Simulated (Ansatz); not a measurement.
Steps from a short run of molecular dynamics on a 2×2×1 supercell (12 atoms) of SnSe₂ (P-3m1), relaxed with r2SCAN+rVV10; forces from r2SCAN in Ansatz 0.2.0, 3×3×2 mesh, Fermi-Dirac smearing of 0.086 eV, constant energy and volume (NVE), started at 1000 K. Classical nuclei, no spin polarisation; a few dozen steps show the first response, not equilibrium.

Cell vectors in Å:
```
 7.6503  0.0000  0.0000
-3.8252  6.6254  0.0000
 0.0000  0.0000  6.2271
```

Q: At 12 fs the positions in Å are
```
Sn  -0.001   0.033  -0.009
Se   0.069   2.200   1.637
Se   1.938   1.101   4.652
Sn  -1.899   3.266  -0.001
Se  -1.850   5.582   1.539
Se  -0.002   4.405   4.667
Sn   3.835  -0.010   0.013
Se   3.761   2.180   1.596
Se   5.756   1.075   4.656
Sn   1.876   3.374  -0.021
Se   1.865   5.471   1.585
Se   3.787   4.431   4.603
```
What are the forces, and how far does the free energy (smearing included) lie above that of step 0, with the atoms on their sites?

A: 14.9 meV an atom; forces in eV/Å:
```
Sn   0.310  -0.295   0.173
Se  -0.471  -0.003  -0.475
Se  -0.100   0.120   0.019
Sn  -0.313   0.313   0.395
Se  -0.542  -0.573   0.163
Se  -0.218  -0.005  -0.278
Sn  -0.097   0.284  -0.148
Se   0.453   0.308  -0.329
Se  -0.085   0.130  -0.050
Sn   0.437  -0.646  -0.011
Se   0.369   0.397   0.041
Se   0.258  -0.030   0.502
```

Q: At 28 fs the positions in Å are
```
Sn   0.003   0.071  -0.018
Se   0.147   2.189   1.704
Se   1.968   1.100   4.654
Sn  -1.888   3.210   0.005
Se  -1.784   5.646   1.495
Se  -0.012   4.389   4.680
Sn   3.846  -0.017   0.027
Se   3.690   2.150   1.613
Se   5.778   1.040   4.660
Sn   1.836   3.443  -0.048
Se   1.811   5.417   1.598
Se   3.744   4.449   4.554
```
What are the forces, and how far does the free energy (smearing included) lie above that of step 0, with the atoms on their sites?

A: 63.5 meV an atom; forces in eV/Å:
```
Sn   0.690  -0.587   0.351
Se  -0.910  -0.027  -0.917
Se  -0.214   0.243  -0.038
Sn  -0.530   0.644   0.718
Se  -1.280  -1.202   0.630
Se  -0.542   0.037  -0.656
Sn   0.035   0.618  -0.491
Se   0.889   0.572  -0.513
Se  -0.229   0.271  -0.188
Sn   0.943  -1.370  -0.007
Se   0.689   0.839   0.225
Se   0.458  -0.038   0.885
```

Q: At 32 fs positions (Å), velocities (Å/fs) and forces (eV/Å) are
```
Sn  0.0063  0.0794 -0.0191    0.0009  0.0019 -0.0002    0.7510 -0.6420  0.3822
Se  0.1630  2.1866  1.7164    0.0037 -0.0007  0.0030   -0.9804 -0.0313 -0.9929
Se  1.9752  1.1006  4.6549    0.0016  0.0003  0.0001   -0.2355  0.2635 -0.0553
Sn -1.8866  3.1973  0.0085    0.0002 -0.0029  0.0010   -0.5507  0.7088  0.7551
Se -1.7732  5.6568  1.4871    0.0024  0.0024 -0.0019   -1.4204 -1.3109  0.7386
Se -0.0172  4.3850  4.6805   -0.0013 -0.0010 -0.0001   -0.6035  0.0503 -0.7100
Sn  3.8486 -0.0170  0.0293    0.0007  0.0001  0.0005    0.0869  0.6614 -0.5688
Se  3.6756  2.1450  1.6150   -0.0033 -0.0011  0.0004    0.9606  0.6106 -0.5253
Se  5.7825  1.0325  4.6608    0.0011 -0.0018  0.0000   -0.2584  0.2980 -0.2119
Sn  1.8292  3.4558 -0.0551   -0.0016  0.0031 -0.0017    1.0284 -1.4834 -0.0026
Se  1.8012  5.4068  1.6025   -0.0024 -0.0023  0.0011    0.7337  0.9134  0.2515
Se  3.7350  4.4529  4.5458   -0.0021  0.0011 -0.0019    0.4884 -0.0386  0.9395
```
Where are the atoms one step (2 fs) later, and what forces do they feel?

A:
```
Sn  0.0082  0.0830 -0.0195    0.7743 -0.6668  0.3947
Se  0.1701  2.1852  1.7221   -1.0102 -0.0325 -1.0257
Se  1.9784  1.1011  4.6550   -0.2454  0.2720 -0.0637
Sn -1.8863  3.1916  0.0107   -0.5563  0.7382  0.7668
Se -1.7686  5.6612  1.4834   -1.4778 -1.3554  0.7850
Se -0.0200  4.3831  4.6802   -0.6287  0.0562 -0.7272
Sn  3.8500 -0.0167  0.0301    0.1101  0.6739 -0.6013
Se  3.6692  2.1430  1.6156    0.9906  0.6260 -0.5276
Se  5.7846  1.0289  4.6609   -0.2707  0.3106 -0.2207
Sn  1.8261  3.4617 -0.0585    1.0618 -1.5264  0.0003
Se  1.7966  5.4025  1.6048    0.7505  0.9429  0.2584
Se  3.7309  4.4550  4.5423    0.5018 -0.0386  0.9610
```
The temperature goes from 363.6 to 318.2 K.

Q: At 36 fs the positions in Å are
```
Sn   0.010   0.086  -0.020
Se   0.177   2.184   1.727
Se   1.982   1.102   4.655
Sn  -1.886   3.186   0.013
Se  -1.765   5.665   1.480
Se  -0.023   4.381   4.679
Sn   3.852  -0.016   0.031
Se   3.663   2.141   1.616
Se   5.787   1.025   4.661
Sn   1.823   3.467  -0.062
Se   1.792   5.399   1.607
Se   3.727   4.457   4.539
```
What are the forces, and how far does the free energy (smearing included) lie above that of step 0, with the atoms on their sites?

A: 85.7 meV an atom; forces in eV/Å:
```
Sn   0.793  -0.690   0.405
Se  -1.037  -0.033  -1.055
Se  -0.254   0.279  -0.072
Sn  -0.559   0.766   0.774
Se  -1.525  -1.393   0.825
Se  -0.649   0.061  -0.737
Sn   0.130   0.679  -0.628
Se   1.017   0.639  -0.528
Se  -0.281   0.323  -0.227
Sn   1.088  -1.560   0.004
Se   0.764   0.967   0.260
Se   0.514  -0.039   0.979
```

Q: At 44 fs positions (Å), velocities (Å/fs) and forces (eV/Å) are
```
Sn  0.0216  0.0978 -0.0196    0.0017  0.0012  0.0002    0.8098 -0.7629  0.4235
Se  0.1980  2.1777  1.7426    0.0021 -0.0008  0.0014   -1.1101 -0.0269 -1.1384
Se  1.9926  1.1061  4.6553    0.0012  0.0007  0.0000   -0.2831  0.2939 -0.1011
Sn -1.8871  3.1665  0.0253   -0.0003 -0.0022  0.0018   -0.5401  0.8565  0.7646
Se -1.7571  5.6733  1.4712    0.0002  0.0003 -0.0007   -1.6019 -1.4701  0.9040
Se -0.0389  4.3740  4.6733   -0.0023 -0.0009 -0.0011   -0.6817  0.0725 -0.7033
Sn  3.8578 -0.0119  0.0312    0.0008  0.0007 -0.0002    0.1588  0.6268 -0.6659
Se  3.6451  2.1377  1.6147   -0.0018 -0.0001 -0.0004    1.0905  0.6683 -0.5089
Se  5.7929  1.0134  4.6594    0.0006 -0.0013 -0.0003   -0.2990  0.3653 -0.2242
Sn  1.8158  3.4837 -0.0758   -0.0006  0.0015 -0.0017    1.1214 -1.5939  0.0217
Se  1.7793  5.3878  1.6182   -0.0013 -0.0009  0.0015    0.7806  1.0102  0.2133
Se  3.7145  4.4652  4.5320   -0.0013  0.0010 -0.0004    0.5548 -0.0398  1.0148
```
Where are the atoms one step (2 fs) later, and what forces do they feel?

A:
```
Sn  0.0251  0.1001 -0.0192    0.7997 -0.7766  0.4218
Se  0.2019  2.1762  1.7451   -1.1212 -0.0229 -1.1509
Se  1.9950  1.1076  4.6552   -0.2882  0.2940 -0.1073
Sn -1.8878  3.1622  0.0290   -0.5285  0.8744  0.7526
Se -1.7571  5.6736  1.4700   -1.5909 -1.4709  0.9019
Se -0.0436  4.3723  4.6708   -0.6764  0.0726 -0.6758
Sn  3.8595 -0.0103  0.0308    0.1509  0.5947 -0.6563
Se  3.6418  2.1376  1.6138    1.1014  0.6704 -0.5002
Se  5.7941  1.0108  4.6588   -0.2973  0.3750 -0.2160
Sn  1.8148  3.4865 -0.0793    1.1105 -1.5782  0.0278
Se  1.7769  5.3864  1.6212    0.7765  1.0077  0.1874
Se  3.7120  4.4672  4.5314    0.5633 -0.0402  1.0152
```
The temperature goes from 169.2 to 157.5 K.

Q: At 52 fs the positions in Å are
```
Sn   0.037   0.105  -0.017
Se   0.211   2.172   1.749
Se   2.001   1.113   4.655
Sn  -1.891   3.151   0.042
Se  -1.762   5.670   1.469
Se  -0.060   4.367   4.662
Sn   3.865  -0.004   0.028
Se   3.635   2.139   1.610
Se   5.797   1.004   4.656
Sn   1.814   3.492  -0.090
Se   1.772   5.385   1.631
Se   3.706   4.473   4.533
```
What are the forces, and how far does the free energy (smearing included) lie above that of step 0, with the atoms on their sites?

A: 99.7 meV an atom; forces in eV/Å:
```
Sn   0.734  -0.807   0.401
Se  -1.138  -0.005  -1.169
Se  -0.298   0.285  -0.123
Sn  -0.478   0.917   0.694
Se  -1.488  -1.431   0.846
Se  -0.629   0.067  -0.552
Sn   0.092   0.457  -0.584
Se   1.117   0.665  -0.465
Se  -0.277   0.402  -0.174
Sn   1.034  -1.479   0.050
Se   0.746   0.972   0.079
Se   0.586  -0.042   0.996
```
